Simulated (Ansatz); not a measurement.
The cell below belongs to a search over invented structures; it isn't taken from experiment.

Input and command of a plane-wave DFT calculation in Ansatz:

```yaml
crystal:
  lattice:
    - [2.0228880476, 1.1679149588, 8.6205972418]
    - [-2.0228880476, 1.1679149588, 8.6205972418]
    - [0.0, -2.3358299176, 8.6205972418]
  atoms:
    - { symbol: Sn, position: [0.213340528, 0.213340528, 0.213340528] }
    - { symbol: Sn, position: [0.786659472, 0.786659472, 0.786659472] }
    - { symbol: Sn, position: [0.0, 0.0, 0.0] }
    - { symbol: P, position: [0.6000531787, 0.6000531787, 0.6000531787] }
    - { symbol: P, position: [0.3999468213, 0.3999468213, 0.3999468213] }
basis:
  ecutwfc: 420
kpoints:
  mp_grid: { grid: [12, 12, 12] }
hamiltonian:
  xc: pbe
scf:
  occupations: { method: gaussian, width: 0.1 }
output:
  forces: true
  stress: true
  eigenvalues: true
relax:
  adjacent_minimum: "off"
  f_tol: 0.01
  max_steps: 80
  cell: { stress_tol: 0.05 }
```

```bash
ansatz run input.yaml --threads 1 --pin off --max-ram 2560MiB --backend cpu --events-out ev --progress --plain --runs-dir out
```

Processor: Intel(R) Xeon(R) Processor @ 2.70GHz, 1 thread, on a host shared with other jobs.

Question: How long does it run, and how much memory does it take?

Answer: About 5 min, peak memory 0.81 GiB. It solves 32 bands at 189 k points (after reduction by symmetry) with about 2375 plane waves (on the last cell), in 38 SCF iterations over 6 ionic steps.
